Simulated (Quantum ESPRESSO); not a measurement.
# Band energies of TaAlO4

```
TaAlO4
1.0
    6.06761    -1.88946     0.00000
    6.06761     1.88946     0.00000
   -1.96594     0.00000     6.15532
O Al Ta
8 2 2
Direct
  0.64204   0.64204   0.20247
  0.35796   0.35796   0.79753
  0.05781   0.05781   0.86483
  0.94219   0.94219   0.13517
  0.85870   0.85870   0.47329
  0.14130   0.14130   0.52671
  0.73744   0.73744   0.85809
  0.26256   0.26256   0.14191
  0.20092   0.20092   0.82105
  0.79908   0.79908   0.17895
  0.10581   0.10581   0.23350
  0.89419   0.89419   0.76650
```

PBEsol (pw.x of Quantum ESPRESSO, ONCV potentials, without SOC); path ΓYFLI,I1ZF1,YX1,XΓN,MΓ; energies in eV from the valence-band maximum.

| k (1/Å) | point | band 36 | band 37 | band 38 | band 39 | band 40 | band 41 | band 42 | band 43 |
|---|---|---|---|---|---|---|---|---|---|
| 0.00 | Γ | -0.97 | -0.85 | -0.65 | -0.39 | -0.37 | 4.37 | 4.66 | 5.66 |
| 0.37 |  | -0.97 | -0.85 | -0.76 | -0.60 | -0.50 | 4.15 | 4.73 | 5.50 |
| 0.92 |  | -0.93 | -0.74 | -0.58 | -0.58 | -0.18 | 4.34 | 4.59 | 5.39 |
| 1.29 | Y | -0.92 | -0.79 | -0.55 | -0.40 | -0.29 | 4.19 | 4.91 | 5.16 |
| 1.48 |  | -1.00 | -0.74 | -0.60 | -0.45 | -0.39 | 4.18 | 4.86 | 5.27 |
| 2.04 |  | -1.02 | -0.75 | -0.73 | -0.63 | -0.58 | 4.16 | 4.63 | 5.53 |
| 2.61 |  | -0.96 | -0.67 | -0.59 | -0.52 | -0.20 | 4.26 | 4.79 | 5.27 |
| 2.98 | F | -0.98 | -0.87 | -0.77 | -0.43 | -0.34 | 4.31 | 4.66 | 5.66 |
| 3.16 |  | -0.93 | -0.76 | -0.64 | -0.48 | -0.33 | 4.32 | 4.72 | 5.51 |
| 3.69 |  | -0.92 | -0.84 | -0.54 | -0.54 | -0.29 | 4.33 | 4.53 | 5.46 |
| 4.22 |  | -0.95 | -0.85 | -0.72 | -0.43 | -0.31 | 4.36 | 4.64 | 5.65 |
| 4.76 |  | -0.93 | -0.78 | -0.58 | -0.57 | -0.22 | 4.38 | 4.51 | 5.45 |
| 4.93 | L | -0.88 | -0.88 | -0.54 | -0.54 | -0.27 | 4.42 | 4.43 | 5.48 |
| 5.39 |  | -0.77 | -0.56 | -0.44 | -0.40 | -0.07 | 4.58 | 4.83 | 5.30 |
| 5.63 | I | -0.66 | -0.55 | -0.51 | -0.31 | 0.00 | 4.50 | 4.79 | 5.59 |
| 5.63 | I1 | -0.66 | -0.55 | -0.51 | -0.31 | 0.00 | 4.50 | 4.79 | 5.59 |
| 5.82 |  | -0.80 | -0.63 | -0.61 | -0.28 | -0.07 | 4.53 | 4.88 | 5.45 |
| 6.40 |  | -0.97 | -0.89 | -0.65 | -0.61 | -0.47 | 4.35 | 4.74 | 5.40 |
| 6.60 | Z | -0.94 | -0.89 | -0.76 | -0.66 | -0.57 | 4.12 | 4.65 | 5.55 |
| 6.76 |  | -1.02 | -0.74 | -0.71 | -0.69 | -0.59 | 4.14 | 4.66 | 5.51 |
| 7.23 |  | -0.92 | -0.76 | -0.57 | -0.56 | -0.19 | 4.33 | 4.60 | 5.39 |
| 7.71 |  | -0.95 | -0.82 | -0.81 | -0.46 | -0.38 | 4.27 | 4.70 | 5.60 |
| 8.19 |  | -0.92 | -0.79 | -0.55 | -0.40 | -0.29 | 4.19 | 4.90 | 5.16 |
| 8.66 | F1 | -0.98 | -0.87 | -0.77 | -0.43 | -0.34 | 4.31 | 4.66 | 5.66 |
| 8.66 | Y | -0.92 | -0.79 | -0.55 | -0.40 | -0.29 | 4.19 | 4.91 | 5.16 |
| 8.99 | X1 | -0.81 | -0.78 | -0.57 | -0.41 | -0.20 | 4.72 | 4.93 | 5.15 |
| 8.99 | X | -0.81 | -0.78 | -0.57 | -0.41 | -0.20 | 4.72 | 4.93 | 5.15 |
| 9.49 |  | -0.74 | -0.66 | -0.54 | -0.17 | -0.15 | 4.58 | 4.97 | 5.45 |
| 9.99 |  | -0.95 | -0.79 | -0.61 | -0.27 | -0.27 | 4.72 | 4.82 | 5.04 |
| 10.32 | Γ | -0.97 | -0.85 | -0.65 | -0.39 | -0.37 | 4.37 | 4.66 | 5.66 |
| 10.48 |  | -0.93 | -0.85 | -0.67 | -0.38 | -0.35 | 4.40 | 4.72 | 5.61 |
| 10.93 |  | -0.82 | -0.62 | -0.55 | -0.41 | -0.25 | 4.55 | 4.89 | 5.19 |
| 11.38 | N | -0.84 | -0.76 | -0.55 | -0.20 | -0.07 | 4.57 | 4.83 | 5.59 |
| 11.38 | M | -0.86 | -0.69 | -0.40 | -0.23 | -0.14 | 4.58 | 4.96 | 5.47 |
| 11.73 |  | -0.93 | -0.78 | -0.56 | -0.28 | -0.20 | 4.54 | 4.87 | 5.35 |
| 12.25 | Γ | -0.97 | -0.85 | -0.65 | -0.39 | -0.37 | 4.37 | 4.66 | 5.66 |

The PBEsol gap is indirect, 4.12 eV, from I to Z; the smallest direct gap is 4.44 eV.

Spin-orbit coupling is left out, which matters for elements this heavy: edges can move by tenths of an eV.

Geometry of the Materials Project entry, not relaxed at this level.
